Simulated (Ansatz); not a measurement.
Ansatz 0.2.0, relaxation: KAsP2S7

input.yaml:

```yaml
crystal:
  lattice:
    - [4.287274, 4.826141, 0.0]
    - [4.287274, -4.826141, 0.0]
    - [0.881604, 0.0, -6.288093]
  atoms:
    - { symbol: As, position: [0.5, 0.5, 0.0] }
    - { symbol: K, position: [0.0962, 0.9038, 0.5] }
    - { symbol: P, position: [0.0484, 0.3548, 0.9204] }
    - { symbol: P, position: [0.6452, 0.9516, 0.0796] }
    - { symbol: S, position: [0.8191, 0.4725, 0.769] }
    - { symbol: S, position: [0.5275, 0.1809, 0.231] }
    - { symbol: S, position: [0.5124, 0.8556, 0.8219] }
    - { symbol: S, position: [0.1444, 0.4876, 0.1781] }
    - { symbol: S, position: [0.3128, 0.3676, 0.7164] }
    - { symbol: S, position: [0.6324, 0.6872, 0.2836] }
    - { symbol: S, position: [0.9772, 0.0228, 0.0] }
  symmetry: { tolerance: 0.0003 }
kpoints:
  mp_grid: { grid: [3, 3, 4], shift: [0, 0, 0] }
magnetization:
  spin_polarized: false
scf:
  occupations: { method: fermi_dirac, width: 0.0483 }
  lower_state_search: "off"
hamiltonian:
  pseudopotentials: { kind: paw }
  xc: r2scan
basis:
  ecutwfc: 500
  fft_grid_basis: typed
relax:
  max_steps: 80
  cell: { p_target: 0.0 }
output:
  forces: true
  stress: true
  eigenvalues: true
  populations: true
  elf: true
  write_potential: true
  volumetric_format: npy
  dos:
    e_range: [-12, 8]
    de: 0.05
    projected: { site_lists: { As: [As], K: [K], P: [P], S: [S] } }
  write_density: true
  bader: false
checkpoint:
  read: saved_state
```

The command:

```bash
ansatz run input.yaml --threads 2 --pin off --max-ram 3584MiB --backend cpu --events-out ev --progress --plain --runs-dir out
```

Origin of the cell: a known structure type with other elements, at an estimated volume, so it need not be a known compound.

The saved state is a converged single point of the same cell.

Steps («new basis» is an SCF on plane waves selected anew at the same cell):

```
step  ΔF (meV/atom)  max force component (eV/Å)  P (GPa)  volume (Å³)  SCF iterations   step was
   1            0.0                       0.927     2.97       260.21               6   accepted
   2          -35.7                       0.141     0.51       273.28               7   accepted
   3          -36.9                       0.180     0.06       276.77               6   accepted
   4          -37.3                       0.123    -0.02       277.30               5   accepted
   5          -37.5                       0.095    -0.04       277.80               5   accepted
   6          -38.0                       0.124    -0.05       279.10               6   accepted
   7          -38.4                       0.090     0.01       280.44               6   accepted
   8          -38.6                       0.044    -0.05       281.27               5   accepted
   9          -38.6                       0.029     0.04       280.98               6   accepted
  10          -38.6                       0.026     0.02       280.99               6   accepted
  11          -38.7                       0.014    -0.03       281.24               6   accepted
  12          -38.7                       0.009    -0.01       281.40               6   accepted
  13          -38.9                       0.009    -0.01       281.40               6  new basis
```

Before:

Space group C2 (No. 5); the run's cell has a = 6.455 Å, b = 6.455 Å, c = 6.350 Å, α = 84.71°, β = 84.71°, γ = 96.77°. Shortest distances: P–S 2.02 Å, As–S 2.42 Å, As–P 3.06 Å, S–S 3.21 Å, K–S 3.35 Å, P–P 3.46 Å.

After:

Space group C2 (No. 5); the run's cell has a = 6.695 Å, b = 6.695 Å, c = 6.416 Å, α = 84.98°, β = 84.98°, γ = 99.05°. Shortest distances: P–S 1.99 Å, As–S 2.46 Å, As–P 3.12 Å, S–S 3.21 Å, K–S 3.36 Å, P–P 3.52 Å.

```yaml
crystal:
  lattice:
    - [4.34595, 5.09268, 0.00965]
    - [4.34595, -5.09268, 0.00965]
    - [0.87951, 0.00000, -6.35512]
  atoms:
    - { symbol: As, position: [0.48873, 0.51127, 0.00000] }
    - { symbol: K, position: [0.10404, 0.89596, 0.50000] }
    - { symbol: P, position: [0.04538, 0.35346, 0.90426] }
    - { symbol: P, position: [0.64654, 0.95462, 0.09574] }
    - { symbol: S, position: [0.83355, 0.46357, 0.75300] }
    - { symbol: S, position: [0.53643, 0.16645, 0.24700] }
    - { symbol: S, position: [0.51368, 0.86162, 0.83659] }
    - { symbol: S, position: [0.13838, 0.48632, 0.16341] }
    - { symbol: S, position: [0.30135, 0.35960, 0.70773] }
    - { symbol: S, position: [0.64040, 0.69865, 0.29227] }
    - { symbol: S, position: [0.96712, 0.03288, 0.00000] }
```

| Quantity | Value |
| --- | --- |
| Free energy lowered by | 38.9 meV/atom |
| Volume change | 8.14 % |
| Final pressure | -0.01 GPa |
| Relaxation steps listed | 13 |
| Gap on the mesh | 2.47 eV |

Caveats: the relaxation held the start's symmetry, so the end may be a saddle point.

It ran for 4.4 min on 2 threads of Arm Neoverse V2 (shared host), peak memory 1 GiB, from a saved density.
